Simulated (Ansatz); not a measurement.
Cu$_{2}$O (cuprite type, space group Pn-3m)

```
Cu2O
1.0
    4.24572     0.00000     0.00000
    0.00000     4.24572     0.00000
    0.00000     0.00000     4.24572
Cu O
4 2
Direct
  0.75000   0.75000   0.75000
  0.75000   0.25000   0.25000
  0.25000   0.75000   0.25000
  0.25000   0.25000   0.75000
  0.00000   0.00000   0.00000
  0.50000   0.50000   0.50000
```

The slice is a {210} plane (indices of the conventional cell) through the point (0.750, 0.250, 0.250) (fractional), spanned by u = [100] and v = [021] in vectors of this cell: u (4.25 Å) and v (9.49 Å, at 90° to u). It covers one period; positions are fractions (u, v).

Computed with r2SCAN (plane waves to 500 eV, PAW, scalar-relativistic; Ansatz, a quantum-chemistry and plane-wave program). k mesh 8×8×8. Near the nuclei the fields are pseudised (PAW); where an atom keeps semicore shells as valence, they peak there. Cu2O is run without spin polarisation. Cu2O was relaxed with its symmetry unable to fall.

Problem. Sketch the electrostatic potential energy of an electron, from the cell's mean on this plane as a map.

Solution. 
| v \ u | 0.00 | 0.14 | 0.29 | 0.43 | 0.57 | 0.71 | 0.86 |
|---|---|---|---|---|---|---|---|
| 0.88 | 5.5 | x | x | 4.7 | 6.1 | 7.8 | 7.1 |
| 0.75 | 3.6 | 5.9 | 7.0 | 4.4 | 4.5 | 7.2 | 6.1 |
| 0.62 | 5.7 | 7.1 | 7.8 | 6.2 | 6.1 | 7.9 | 7.1 |
| 0.50 | 9.2 | 8.4 | <1.0 | x | x | <1.0 | 8.4 |
| 0.38 | 5.7 | 7.1 | 7.9 | 6.1 | 6.2 | 7.8 | 7.1 |
| 0.25 | 3.6 | 6.1 | 7.2 | 4.5 | 4.4 | 7.0 | 5.9 |
| 0.12 | 5.5 | 7.1 | 7.8 | 6.1 | 4.7 | x | x |
| 0.00 | x | x | 6.1 | 9.1 | 9.1 | 6.1 | x |

Values: electrostatic potential energy of an electron, from the cell's mean, in eV. Points within 0.8 Å of a nucleus are blanked (x), as the pseudised field means little there. Values under 1 eV are set to 1. The zero, the cell's mean, hangs on the PAW cores.
